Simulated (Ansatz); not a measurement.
## GaP with a P vacancy: gradients before and after relaxing the atoms

Start: a supercell of GaP (zinc blende type, F-43m) built from a COD entry, with all atoms left at the host's positions.

Space group F-43m (No. 216); a = 16.3515 Å.

```csv
site,Wyckoff,site symmetry,x,y,z
Ga1,16e,.3m,0.4167,0.0833,0.4167
Ga3,24g,2.mm,0.7500,0.0833,0.7500
Ga5,48h,..m,0.7500,0.9167,0.5833
Ga14,4d,-43m,0.7500,0.7500,0.7500
Ga18,16e,.3m,0.0833,0.5833,0.9167
P28,48h,..m,0.6667,0.0000,0.6667
P31,16e,.3m,0.8333,0.8333,0.6667
P35,16e,.3m,0.1667,0.6667,0.8333
P41,24f,2.mm,0.0000,0.6667,0.0000
```

One atom of each set is listed; the run and its k-mesh use a cell of 53 atoms with edges of 11.56, 11.56, 11.56 Å.

Computed with Ansatz: DFT, PBE, plane waves and PAW, scalar-relativistic, 420 eV cutoff, Γ-centred 2×2×2 k-points, Fermi–Dirac smearing 0.01 eV, cell charge +3.

The largest force at the start is 0.45 eV/Å. Relaxing the ions at fixed cell moves them by 0.482 Å at most (atom 2, Ga) and 0.137 Å rms.

```
site  moved (Å)  first shell before    first shell after  V_zz before (10²¹ V/m²)  η before
 Ga1      0.482       3 P at 2.36 Å        3 P at 2.30 Å                    15.04      0.00
 Ga3      0.020       4 P at 2.36 Å   4 P at 2.35–2.38 Å                     1.27      0.90
 Ga5      0.050       4 P at 2.36 Å   4 P at 2.33–2.36 Å                    -0.20      0.61
Ga18      0.005       4 P at 2.36 Å        4 P at 2.35 Å                   -0.030      0.00
 P28      0.054      4 Ga at 2.36 Å  4 Ga at 2.30–2.38 Å                     2.54      0.02
 P31      0.007      4 Ga at 2.36 Å       4 Ga at 2.35 Å                    0.087      0.00
 P35      0.013      4 Ga at 2.36 Å       4 Ga at 2.35 Å                    0.027      0.00
 P41      0.019      4 Ga at 2.36 Å  4 Ga at 2.33–2.35 Å                   -0.081      0.25
```

(1) How do the gradients change?

Results:

(1) 

```csv
site,V_zz after,η after,change of V_zz
Ga1,24.7,0.00,+9.61
Ga3,2.21,0.65,+0.94
Ga5,-2.18,0.71,-1.98
Ga18,0.24,0.00,+0.27
P28,-1.90,0.96,–
P31,-0.38,0.00,-0.46
P35,-0.47,0.00,-0.50
P41,0.37,0.85,–
```

The largest change of V_zz along a kept axis is on Ga1, from 15.04 to 24.7. Small gradients that grow severalfold: Ga5 (-0.20 to -2.18). In per cent, |V_zz| changes by +64 on Ga (all sites that start above 2, bar those whose gradient vanishes or changes sign or whose main axis turns by over 40°). Where |V_zz| stays above 0.1 and the axes keep their order, η moves most on Ga3, from 0.90 to 0.65. V_zz changes sign on P31 (same axis), Ga18 (same axis), P35 (same axis). On P28, P41 the largest principal value lies along another axis in the second run, so the two V_zz can't be compared directly. Sites without a gradient aren't listed. The electronic state changes along with the positions (a gap opens), so the changes aren't those of geometry alone.

The defect repeats with the cell of 53 atoms, so it feels its images: sites between two images don't show the values beside a lone defect, and zeros or small values of η there can come from the images' arrangement. A uniform background compensates the cell's charge.
Before: The run isn't spin-polarised, and a state with spin may lie lower. The defect cell has no gap above 0.1 eV on its mesh, so the values can hang on the smearing and the k-mesh. The neighbours have not yet relaxed around the defect (largest force 0.45 eV/Å), and relaxing can change the values around it severalfold.
After: With a gap of 0.3 eV on this mesh, small gradients can still move by 0.1 × 10²¹ V/m² or more as the k-mesh gets denser.
